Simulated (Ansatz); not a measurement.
C:
```cif
data_C2
_chemical_formula_sum 'C2'
_space_group_name_H-M_alt 'P 1'
_space_group_IT_number 1
_cell_length_a 2.45297
_cell_length_b 2.45297
_cell_length_c 3.58538
_cell_angle_alpha 90.000
_cell_angle_beta 90.000
_cell_angle_gamma 120.000
loop_
_space_group_symop_operation_xyz
  'x, y, z'
loop_
_atom_site_label
_atom_site_type_symbol
_atom_site_fract_x
_atom_site_fract_y
_atom_site_fract_z
_atom_site_occupancy
C1 C 0.33333 0.66667 0.00000 1
C2 C 0.66667 0.33333 0.00000 1
```

Relaxed with r²SCAN+D4. Plane-wave PAW r²SCAN+D4 (Ansatz code) gives no gap.

**Question.** What gap does HSE06 give on the same cell (Ansatz, PAW)?

**Answer.** It stays without a gap at the points solved. The hybrid was solved on a coarser mesh and at special points; its gap is the smallest among all of these. On such a mesh it can open a false gap in a semimetal.

| k | v1 r²SCAN+D4 | c1 r²SCAN+D4 | v1 HSE06 | c1 HSE06 |
|---|---|---|---|---|
| Γ | -3.75 | 3.34 | ? | ? |
| K | 0.00 | 0.00 | ? | ? |
| H | -0.95 | -0.95 | -1.05 | -1.05 |
| M | -2.51 | 2.02 | ? | ? |
| L | -3.53 | 0.65 | ? | ? |

**Question.** Top valence (v1) and lowest conduction level (c1) in eV from each method's valence maximum (which need not be a listed point): supply the withheld HSE06 values.

**Answer.** 
- L, v1 HSE06: -3.98
- L, c1 HSE06: 0.85
- K, v1 HSE06: 0.00
- K, c1 HSE06: 0.00
- Γ, v1 HSE06: -4.57
- Γ, c1 HSE06: 3.53
- M, v1 HSE06: -2.90
- M, c1 HSE06: 2.30

Cost on shared cores: the r²SCAN+D4 run (SCF on a 19×19×11 mesh, then bands and DOS) about 18 core-seconds (a rough figure), the HSE06 run (SCF on 9×9×6, then a few points) about 28 core-seconds (a rough figure); the tasks are unlike.

Space group P6/mmm. The first step of the workflow began from a Materials Project structure, measured or hypothetical; the Crystallography Open Database copy checked does not list it. It is not the phase usual at ambient conditions (space group No. 194, 227). Symmetry was held in the r²SCAN+D4 relaxation. At this level the phase is mechanically unstable.

Potentials: the later of the program's two PAW sets.
